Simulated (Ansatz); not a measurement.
# Find the missing element

Cell vectors (Å):

```
0.0000 2.1639 2.1639
2.1639 0.0000 2.1639
2.1639 2.1639 0.0000
```

```csv
atom,a,b,c
Ti,0.0000,0.0000,0.0000
X,0.5000,0.5000,0.5000
```

The calculation used r²SCAN, PAW on Ansatz 0.2.0's default frozen-core files (fitted under PBE), scalar-relativistic. k mesh 16×16×16, strains of ±0.003, Fermi-Dirac smearing of 0.100 eV.

Elastic constants of a crystal by Kohn-Sham DFT: slopes of the stress over finite engineering strains of the given cell, Voigt indices, Cartesian axes as in the cell vectors.

| index | elastic (GPa) |
| --- | --- |
| 11 | 527.9 |
| 12 | 129.7 |
| 44 | 186.1 |

Task: All X atoms are one element. Which one was computed?

Result: C; the crystal is TiC (Fm-3m).

Known limits: frozen-core PAW files fitted under PBE, their cores solved anew for the functional of the run; responses of metals move with mesh and smearing.
